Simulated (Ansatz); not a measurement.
**Trial structures of Cs2Gd: starts and ends**

Computed with Ansatz, DFT PBE, scalar-relativistic, plane waves, PAW. Settings: cutoff 420 eV, Γ-centred meshes spaced at most about 0.3 Å⁻¹, and about 0.25 Å⁻¹ or finer for metals (2π included), Gaussian smearing. Collinear spin in cells that started with moments and kept them past the coarse steps, no spin elsewhere.

Each guess was relaxed in cell and atoms at zero pressure, within the symmetry of its start. These are static total energies at zero pressure. Coordination counts all near atoms (those within 1.25 times the shortest distance at each site; a plus sign parts nearer from farther groups).

```csv
guess,made from,start group,V start (Å³/atom),end group,V end (Å³/atom),coordination at the end,gap on mesh (eV),largest moment (μB),E over the lowest end (meV/atom)
1,Li2O type,Fm-3m,35.6,?,?,?,?,?,?
2,Li2Ca type,Fd-3m,58.7,Fd-3m (cubic Laves (C15)),67.2,"Cs 6+6, Gd 16",0,7.5,203
3,random cell,P6/mmm,52.3,P6/mmm,69.8,"Cs 11, Gd 2+12",0,7.3,56
4,Ga2Cu type,P4/mmm,40.1,P4/mmm,70.4,"Cs 8+1, Gd 12",0,7.6,0
```

Guess 1 as it starts:

```cif
data_structure
_symmetry_space_group_name_H-M 'P 1'
_symmetry_Int_Tables_number 1
_cell_length_a 5.3273
_cell_length_b 5.3273
_cell_length_c 5.3273
_cell_angle_alpha 60.000
_cell_angle_beta 60.000
_cell_angle_gamma 60.000
_cell_volume 106.90
loop_
_atom_site_label
_atom_site_type_symbol
_atom_site_fract_x
_atom_site_fract_y
_atom_site_fract_z
_atom_site_occupancy
Cs1 Cs 0.25000 0.25000 0.25000 1
Cs2 Cs 0.75000 0.75000 0.75000 1
Gd1 Gd 0.00000 0.00000 0.00000 1
```

Task: Fill in the missing row: what does this guess relax into, and where does it rank?

Result: It ends in the fluorite type, space group Fm-3m (No. 225), with a = 10.323 Å, 91.7 Å³/atom and no gap, with moments up to 7.6 μB. It lies 0.31 eV/atom over the lowest end, above guess 2 and so the highest of the set. Counting all near atoms, this end has Cs 4+6, Gd 8 and the lowest (guess 4) has Cs 8+1, Gd 12.

```yaml
crystal:
  lattice:
    - [0.00000, 5.16131, 5.16131]
    - [5.16131, 0.00000, 5.16131]
    - [5.16131, 5.16131, 0.00000]
  atoms:
    - { symbol: Cs, position: [0.25000, 0.25000, 0.25000] }
    - { symbol: Cs, position: [0.75000, 0.75000, 0.75000] }
    - { symbol: Gd, position: [0.00000, 0.00000, 0.00000] }
```

Energies over the elements count from the elements' standard structures at the same level, with no fitted energy shifts.

Task: Is the lowest end bound against the elements?

Result: No: its formation energy is +0.53 eV/atom. The separate elements lie lower, so it is unstable against them.

The 4f shell of Gd is treated without a Hubbard U, which places its levels poorly. Another magnetic order may lie lower. Cells relaxed within their symmetry can be saddle points. A lower structure may well exist outside this small set. Some types were kept out of the candidates beforehand, so the set may lack a known form.
